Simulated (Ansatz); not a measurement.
# SiCl$_{3}$: relaxation (Ansatz)

Launch command:

```bash
ansatz run input.yaml --threads 1 --pin off --max-ram 2560MiB --backend cpu --events-out ev --progress --plain --runs-dir out
```

input.yaml:

```yaml
crystal:
  lattice:
    - [3.104997, 5.378012, 0.0]
    - [-3.104997, 5.378012, 0.0]
    - [0.0, -3.585341, 5.78382]
  atoms:
    - { symbol: Si, position: [0.182, 0.182, 0.546] }
    - { symbol: Si, position: [0.818, 0.818, 0.454] }
    - { symbol: Cl, position: [0.422, 0.0785, 0.2415] }
    - { symbol: Cl, position: [0.741, 0.422, 0.2415] }
    - { symbol: Cl, position: [0.0785, 0.741, 0.2415] }
    - { symbol: Cl, position: [0.578, 0.9215, 0.7585] }
    - { symbol: Cl, position: [0.259, 0.578, 0.7585] }
    - { symbol: Cl, position: [0.9215, 0.259, 0.7585] }
  symmetry: { tolerance: 0.0003 }
kpoints:
  mp_grid: { grid: [4, 4, 4], shift: [0, 0, 0] }
magnetization:
  spin_polarized: false
scf:
  occupations: { method: tetrahedron }
hamiltonian:
  pseudopotentials: { kind: paw }
  xc: revpbe
basis:
  ecutwfc: 420
output:
  forces: true
  stress: true
  eigenvalues: true
relax:
  max_steps: 40
  cell: {}
```

Origin of the cell: a known structure type with other elements, at an estimated volume, so it need not be a known compound.

Output (shortened):

```
SCF iter   1: F=—  HF=-7773.552111 eV  Δρ=5.20e-3  dr2=3.49e-2
SCF iter   2: F=—  HF=-7773.548597 eV  Δρ=2.53e-3  dr2=1.00e-2  defer=28
SCF iter   3: F=—  HF=-7773.549065 eV  Δρ=5.07e-4  dr2=7.50e-4  defer=28
SCF iter   4: F=—  HF=-7773.549419 eV  Δρ=1.96e-4  dr2=9.39e-5  defer=28
SCF iter   5: F=—  HF=-7773.549625 eV  Δρ=4.13e-5  dr2=5.65e-6  defer=28
SCF iter   6: F=—  HF=-7773.549650 eV  Δρ=1.34e-5  dr2=5.21e-7  defer=28
SCF iter   7: F=—  HF=-7773.549671 eV  Δρ=3.71e-6  dr2=3.83e-8  defer=28
SCF iter   8: F=—  HF=-7773.549671 eV  Δρ=1.06e-6  dr2=3.75e-9  defer=28
SCF iter   9: F=-7773.549671 eV  HF=-7773.549671 eV  Δρ=1.59e-7  dr2=5.42e-11
relax step   1: F+E_penalty+E_count = -7773.549671 eV  Δ(F+E_penalty+E_count) = +0.000e0 eV  max|allowed force component| = 9.957e-1 eV/Å  Δτ_max = 0.0000 Å  P = -3.164 GPa  Ω = 193.165 Å³  (9 SCF iters, accepted)
relax step   2: F+E_penalty+E_count = -7774.313074 eV  Δ(F+E_penalty+E_count) = -7.634e-1 eV  max|allowed force component| = 5.929e-1 eV/Å  Δτ_max = 0.1945 Å  P = -0.456 GPa  Ω = 201.599 Å³ […]
relax step   3: F+E_penalty+E_count = -7774.545982 eV  Δ(F+E_penalty+E_count) = -2.329e-1 eV  max|allowed force component| = 6.791e-1 eV/Å  Δτ_max = 0.0674 Å  P = +0.361 GPa  Ω = 208.469 Å³ […]
relax step   4: F+E_penalty+E_count = -7774.791942 eV  Δ(F+E_penalty+E_count) = -2.460e-1 eV  max|allowed force component| = 7.201e-1 eV/Å  Δτ_max = 0.0858 Å  P = +0.479 GPa  Ω = 218.724 Å³ […]
relax step   5: F+E_penalty+E_count = -7775.047358 eV  Δ(F+E_penalty+E_count) = -2.554e-1 eV  max|allowed force component| = 5.253e-1 eV/Å  Δτ_max = 0.1253 Å  P = +0.633 GPa  Ω = 236.064 Å³ […]
[… 30 lines left out …]
relax step  36: F+E_penalty+E_count = -7775.715457 eV  Δ(F+E_penalty+E_count) = -3.670e-3 eV  max|allowed force component| = 6.923e-2 eV/Å  Δτ_max = 0.0701 Å  P = +0.066 GPa  Ω = 455.772 Å³ […]
relax step  37: F+E_penalty+E_count = -7775.703591 eV  Δ(F+E_penalty+E_count) = +1.187e-2 eV  max|allowed force component| = 2.356e-1 eV/Å  Δτ_max = 0.0579 Å  P = -0.078 GPa  Ω = 474.690 Å³ […]
relax step  38: F+E_penalty+E_count = -7775.719806 eV  Δ(F+E_penalty+E_count) = -4.349e-3 eV  max|allowed force component| = 1.208e-2 eV/Å  Δτ_max = 0.0347 Å  P = +0.004 GPa  Ω = 464.874 Å³ […]
relax step  39: F+E_penalty+E_count = -7775.721988 eV  Δ(F+E_penalty+E_count) = -2.182e-3 eV  max|allowed force component| = 7.813e-3 eV/Å  Δτ_max = 0.0491 Å  P = -0.005 GPa  Ω = 473.524 Å³ […]
relax step  40: F+E_penalty+E_count = -7775.723318 eV  Δ(F+E_penalty+E_count) = -1.330e-3 eV  max|allowed force component| = 7.994e-3 eV/Å  Δτ_max = 0.0000 Å  P = -0.004 GPa  Ω = 473.524 Å³  stress off target by 1.23e-2 GPa […]
SCF 40 converged in 5 iterations: F = -7775.723318 eV  dr2 = 5.45e-11
basis re-selected at this cell: Δ(F+E_penalty+E_count) = -1.330e-3 eV, ΔP = +0.001 GPa vs the last step (what re-selecting the basis moved, of the pressure what is left beyond the Pulay corre […]
SCF converged after 5 iterations
Stability not checked: this state was not tested for a lower state beside it, because cold or Methfessel-Paxton smearing, or corrected tetrahedra, fill the levels in a way that the test cannot read (fill_not_monotonic; […]
Free energy (F): -7775.723318 eV
Harris-Foulkes:  -7775.723318 eV  (|F-HF|=1.71e-10)
Internal energy: -7775.723318 eV  (E = F + TS)
E sigma→0 (E₀):  -7775.723318 eV
Fermi energy:    -1.709090 eV
--- Per-component energies (eV) ---
  E_band       = -426.330936
  E_kinetic    = 1041.019924
  E_local      = -3204.330754  (includes V_loc(G=0)·N_el)
  E_nonlocal   = 217.367429
  E_hartree    = 1160.048976
  E_xc         = -750.273545
  E_vxc        = -818.619490  (∫ρ·V_xc dr)
  E_paw        = -4998.008161  (= ΣΔE_a)
  E_vpaw       = 18.133514  (= ΣTr[D̂ρ^β])
  E_aug_tail   = 0.000543  (compensation charges beyond the density's cutoff)
  E_ewald      = -1241.322896
  E_core_change = -0.224834  (= ΣΔE_core)
  E_smearing   = -0.000000  (= −TS)
  Σ components = -7775.723318   (vs F -7775.723318, Δ=0.00e0)
--- Forces (eV/Å), atoms counted from 1 ---
  atom   1  Si    -0.000000     0.000000     0.001403
  atom   2  Si     0.000000    -0.000000    -0.001403
  atom   3  Cl     0.007516    -0.002969    -0.000677
  atom   4  Cl    -0.001186     0.007994    -0.000677
  atom   5  Cl    -0.006329    -0.005024    -0.000677
  atom   6  Cl    -0.007516     0.002969     0.000677
  atom   7  Cl     0.001186    -0.007994     0.000677
  atom   8  Cl     0.006329     0.005024     0.000677
  max |Σ_I F_I| component: 6.07e-18 eV/Å
--- Stress (GPa, compression-positive) ---
       -0.011546      -0.000000       0.000000
        0.000000      -0.011546       0.000000
       -0.000000       0.000000       0.012344
  P = ⅓ Tr σ = -0.0036 GPa (-0.036 kbar)
--- Relaxed structure (37 steps of the walk, 29 accepted, 3 SCFs on fresh bases) ---
  F+E_penalty+E_count = -7775.723318 eV   max|allowed force component| = 7.994e-3 eV/Å   (the final SCF, on the basis selected at the relaxed cell)
  cell:  # Å, volume = 473.5238 Å³
    - [4.041630, 7.000309, -2.017e-7]
    - [-4.041630, 7.000309, -2.017e-7]
    - [-1.338e-17, -4.666873, 8.368315]
  atoms:
    - { symbol: Si, position: [0.241322, 0.241322, 0.723965] }
    - { symbol: Si, position: [0.758678, 0.758678, 0.276035] }
    - { symbol: Cl, position: [0.458279, -0.078014, 0.193111] }
    - { symbol: Cl, position: [0.812846, 0.458279, 0.193111] }
    - { symbol: Cl, position: [-0.078014, 0.812846, 0.193111] }
    - { symbol: Cl, position: [0.541721, 1.078014, 0.806889] }
    - { symbol: Cl, position: [0.187154, 0.541721, 0.806889] }
    - { symbol: Cl, position: [1.078014, 0.187154, 0.806889] }
```

Caveats: forces and stress under tetrahedra may miss the slope of the energy; forces of this functional can be a tenth off on datasets made under PBE; no dispersion correction, so spacings can come out too large where layers or molecules are weakly bound; the relaxation held the start's symmetry, so the end may be a saddle point.

Time: 240 s of wall time on 1 CPU thread(s) of a shared host, from the program's own first density.
